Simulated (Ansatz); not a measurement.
In the program Ansatz at the r²SCAN level (PAW), SnMo$_{2}$C in the hexagonal phase (P6_3/mmc; Sn on 2d, Mo on 4f, C on 2a) relaxes to a = 3.185 Å, c = 13.410 Å. Sn has 12 nearest neighbours from 2.92 Å (anticuboctahedral); C has 6 nearest neighbours from 2.13 Å (octahedral). Its formation energy from the elements is 0.031 eV/atom, with no fitted shifts.

Electronic character: metallic (no gap). Gap from r²SCAN with spin–orbit coupling: none (metallic).

The bulk modulus is 194 GPa. The relaxed-ion elastic constants in GPa are C11 = 270, C12 = 155, C13 = 143, C33 = 329, C44 = 48.9. The elastic constants imply a Debye temperature near 346 K. Bader charges are Sn -0.25, Mo +0.87, C -1.49 e.

The start of the workflow was typed in or built on a structure type; neither database checked (COD, Materials Project) lists it. Its standing as an ambient phase is unchecked. The r²SCAN relaxation kept the symmetry of its start; whether a distortion lowers the energy is not shown. The run is not spin-polarised. As this level gives no gap, shear constants depend on the k-mesh and smearing (Fermi–Dirac, 0.1 eV here). The references are the lowest solids computed at this level, not always the standard phases. Scalar-relativistic: spin–orbit coupling is off unless named, which matters more the heavier the elements.

Potentials: the earlier of the program's two PAW sets.
